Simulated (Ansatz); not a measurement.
Values for one crystal, relaxed and computed with LDA in the plane-wave PAW code Ansatz; other levels are named.

| Quantity | Result |
|---|---|
| Volume per atom | 12.05 Å³ |
| Band gap | 0.71 eV (direct) |
| Hole effective mass, band 3 of 3 at the edge | 0.100 along [100], 0.13 along [110], 0.19 along [111] (mₑ) |
| Hole effective mass, band 2 of 3 at the edge | 3.1 along [100], 0.36 along [110], 0.19 along [111] (mₑ) |
| Bulk modulus (Birch–Murnaghan fit) | 148 GPa |
| Valence-band maximum | at Γ |
| Pressure derivative B′ | 4.7 |

Pick the material that matches.
A. Cu2O, Pn-3m (Cu on 4c, O on 2a)
B. CuI, zinc blende
C. GaP, zinc blende
D. SiC, zinc blende

A, Cu2O, Pn-3m (Cu on 4c, O on 2a)

The LDA relaxation kept the symmetry of its start. No spin polarisation was allowed. No Hubbard U is applied.

Potentials: the later of the program's two PAW sets.
